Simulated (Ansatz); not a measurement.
The start is a generated trial cell of Li in the AFLOW prototype A_oC4_63_c (A20). Cell shape, volume and atoms are optimised at zero target pressure with r2SCAN (plane waves to 500 eV, PAW, scalar-relativistic; Ansatz, a program for electronic structure). The first steps use a 18×18×10 k-mesh.

Starting cell:
```yaml
crystal:
  lattice:
    - [1.43753, -2.96609, 0.00000]
    - [1.43753, 2.96609, 0.00000]
    - [0.00000, 0.00000, 4.98477]
  atoms:
    - { symbol: Li, position: [0.89772, 0.10228, 0.25000] }
    - { symbol: Li, position: [0.10228, 0.89772, 0.75000] }
```

Question: How large is the pressure on the unrelaxed cell, and of which sign?

Answer: -0.1 GPa (negative: the cell is under tension).

Question: What symmetry does the relaxed structure have?

Answer: The space group goes from Cmcm (No. 63) to P6₃/mmc (No. 194); the end is hcp (Mg type), with 2 atoms in the primitive cell.

Question: How much energy is released per atom?

Answer: 0.04 eV/atom.

Question: How does the volume per atom move from start to end?

Answer: -1.3 %, from 21.25 to 20.98 Å³/atom.

Question: How do the shortest distances between atoms change?

Answer: The closest pairs of elements (up to four, under 3.6 Å), start → end: Li–Li 2.77 → 3.09 Å.

Question: What band gap does the relaxed structure have at this level?

Answer: Zero (metallic).

Question: What does it relax into? Give the structure.

Answer: 
```cif
data_Li2
_chemical_formula_sum 'Li2'
_space_group_name_H-M_alt 'P63/mmc'
_space_group_IT_number 194
_space_group_name_Hall '-P 6c 2c'
_cell_length_a 3.09030
_cell_length_b 3.09030
_cell_length_c 5.07276
_cell_angle_alpha 90.000
_cell_angle_beta 90.000
_cell_angle_gamma 120.000
loop_
_atom_site_label
_atom_site_type_symbol
_atom_site_symmetry_multiplicity
_atom_site_Wyckoff_symbol
_atom_site_fract_x
_atom_site_fract_y
_atom_site_fract_z
_atom_site_occupancy
Li1 Li 2 c 0.33333 0.66667 0.25000 1
```

No spin polarisation in the result.

The run could not lose the symmetry of its start.

This is a known allotrope of Li, reached from a generated start. Known forms of Li include space group No. 229.
